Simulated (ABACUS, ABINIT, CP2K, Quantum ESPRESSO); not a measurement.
## AgB2: programs and potentials compared

```
Ag B
1.0
     3.00000    0.00000    0.00000
    -1.50000    2.59808    0.00000
     0.00000    0.00000    3.24000
Ag B
1 2
Direct
  0.00000 0.00000 0.00000
  0.66667 0.33333 0.50000
  0.33333 0.66667 0.50000
```

Alike in all runs: task single point; functional PBE; k mesh 10 × 10 × 8; occupations fermi-dirac, width 0.05 eV; no spin polarisation; no spin-orbit coupling. Pressure is positive in compression and, in plane waves, holds the error of the finite cutoff.

```tsv
program and potentials	plane-wave cutoff (eV)	notes	pressure (GPa)
CP2K, POTENTIAL_UZH Ag GTH-PBE-q11, B GTH-PBE-q3; TZVP-MOLOPT-PBE-GTH basis	-	atomic basis; 5.67 valence electrons an atom on average	53.88
ABINIT, JTH PAW PBE v2.0	463	5.67 valence electrons an atom on average	54.90
ABACUS, PseudoDojo NC SR 0.4.1 PBE standard, plane waves	1116	8.33 valence electrons an atom on average	54.20
Quantum ESPRESSO, SSSP 1.3 efficiency PBE	816	8.33 valence electrons an atom on average	53.94
```

The pressure spans 53.88 (CP2K, POTENTIAL_UZH Ag GTH-PBE-q11, B GTH-PBE-q3; TZVP-MOLOPT-PBE-GTH basis) to 54.90 GPa (ABINIT, JTH PAW PBE v2.0). The cell lies far from this level's equilibrium. Rows in atomic bases carry the error of their basis and grid, which can be large.

Differences between rows come from potentials, basis sets and numerical settings, since the functional is the same but for its coding. Runs on potential files found faulty are left out.
